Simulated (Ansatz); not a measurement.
## Ionic part of the dielectric constant of AlN at 30 GPa, mode by mode

Method: DFT LDA, scalar-relativistic, plane waves, PAW (Ansatz). Cutoff 420 eV, 10×10×10 k-points (Γ-centred), fixed occupations. No spin polarisation. Phonons by linear response, acoustic sum rule imposed.

It takes space group F-43m (No. 216, cubic). The conventional cell has a = 4.180 Å, b = 4.180 Å, c = 4.180 Å, α = 90.00°, β = 90.00°, γ = 90.00°. Al (site symmetry -43m) has 4 N at 1.81 Å as nearest neighbours. N (site symmetry -43m) has 4 Al at 1.81 Å as nearest neighbours.

Other phases may be more stable at this pressure.

The primitive cell has V = 18.25 Å³ and ε∞,zz = 4.385. Each polar mode adds Δε = (4.92064×10⁷/V)·S/ν² along z, with S its oscillator strength in e²/amu, ν in cm⁻¹ and V in Å³.

**Question.** From these modes, find each Δε and ε0,zz.
```csv
ν (cm⁻¹),S_zz (e²/amu)
778.6,0.6949
```

**Answer.**
```csv
ν (cm⁻¹),Δε
778.6,3.09
```

The sum is 3.090, so ε0,zz = 7.48; the run's tensor has 7.48.

**Question.** Where do the longitudinal modes lie for a wave vector along z?

**Answer.** At 1017 cm⁻¹. The Lyddane–Sachs–Teller product Π(ν_LO/ν_TO)² = 1.70 matches ε0/ε∞ = 1.70.

This zinc-blende form isn't the usual stable structure of the compound at low pressure.

Cost: 1 run of about 0.5 core-minutes, on AMD EPYC 7R43 (Zen 3) (shared hosts).